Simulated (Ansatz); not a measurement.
HfN:
```
HfN
1.0
   -1.49517     1.49517     5.41923
    1.49517    -1.49517     5.41923
    1.49517     1.49517    -5.41923
Hf N
2 2
Cartesian
  0.00000   0.00000   0.04822
  0.00000   1.49517   2.75783
  0.00000   0.00000   4.46058
  1.49517   0.00000   1.75097
```

Relaxed with PBE. Special points in fractions of this cell's reciprocal vectors: Γ (0.000, 0.000, 0.000); X (0.000, 0.000, 0.500); P (0.250, 0.250, 0.250); N (0.000, 0.500, 0.000); M (0.500, 0.500, -0.500); S (0.269, 0.731, -0.269); S0 (-0.269, 0.269, 0.269); R (-0.038, 0.038, 0.500); G (0.500, 0.500, -0.038).

**Question.** List the band energies nearest the Fermi level at these points for PBE in the plane-wave PAW code Ansatz.

**Answer.** In eV from the Fermi level; about four levels below and three above (degenerate sets whole), none deeper than 8.9 eV; points with the same levels are listed once.

```
k                    below                above
-  -----------------------  -------------------
Γ  -2.33 -2.33 -1.62 -1.52       2.27 2.65 3.73
X  -5.40 -5.40 -3.62 -3.62  0.47 0.47 4.51 4.51
P  -5.18 -5.18 -3.74 -3.74  0.51 0.51 4.50 4.50
N  -3.71 -2.90 -2.73 -1.15       0.29 3.01 3.25
M  -2.15 -2.15 -1.84 -1.84  3.80 3.80 5.21 5.21
S  -3.68 -2.96 -2.76 -1.24       0.54 2.66 3.21
R  -5.34 -5.34 -3.60 -3.60  0.46 0.46 4.47 4.47
```

Space group I4_1md. A made-up cell: these elements were put on the sites of a structure type; neither database checked (COD, Materials Project) lists it. It is not the phase usual at ambient conditions (space group No. 225). Symmetry was held in the PBE relaxation; its stability against distortions is not shown here. The run is not spin-polarised. Scalar-relativistic: spin–orbit coupling is off unless named, which matters more the heavier the elements.

Potentials: the earlier of the program's two PAW sets.
